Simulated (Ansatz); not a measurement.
Au: two-dimensional strain map

The calculation used DFT r2SCAN, scalar-relativistic, plane waves, PAW in Ansatz 0.2.0. Settings: plane waves to 500 eV, k-mesh 20×20×20 (Γ-centred), Gaussian smearing 0.15 eV. Spin–orbit coupling is left out, which can shift energies with elements as heavy as these. No spin polarisation. Energies are free energies at this smearing, counted from the undisturbed cell; pressure is positive in compression.

Zero of the scan (as given, not relaxed at this level; it stands at -4.7 GPa; this bcc form isn't the usual structure):

```yaml
crystal:
  lattice:
    - [-1.65727, 1.65727, 1.65727]
    - [1.65727, -1.65727, 1.65727]
    - [1.65727, 1.65727, -1.65727]
  atoms:
    - { symbol: Au, position: [0.00000, 0.00000, 0.00000] }
```

The cell is strained by p along both x and y and by q along z, fractional coordinates fixed. Points are written (p, q).

Energy above the undisturbed cell in meV/atom (a dash: not computed):

```
 p \ q  -0.050  -0.025  0.000  0.025  0.050
-0.050   128.6    72.1   32.1    5.8   -8.7
-0.025    31.4       –   -7.5      –   -2.2
 0.000    -7.7    -8.9    0.0   17.4   41.4
 0.025    -3.1       –   42.7      –  112.4
 0.050    34.6    69.9  110.8      –  203.4
```

Pressure in GPa:

| p \ q | -0.050 | -0.025 | 0.000 | 0.025 | 0.050 |
| --- | --- | --- | --- | --- | --- |
| -0.050 | 25.7 | 18.6 | 12.6 | 7.5 | 3.1 |
| -0.025 | 12.5 | – | 2.5 | – | -4.5 |
| 0.000 | 2.6 | -1.4 | -4.7 | -7.5 | -9.7 |
| 0.025 | -4.4 | – | -9.8 | – | -13.4 |
| 0.050 | -9.4 | -11.6 | -13.3 | – | -15.8 |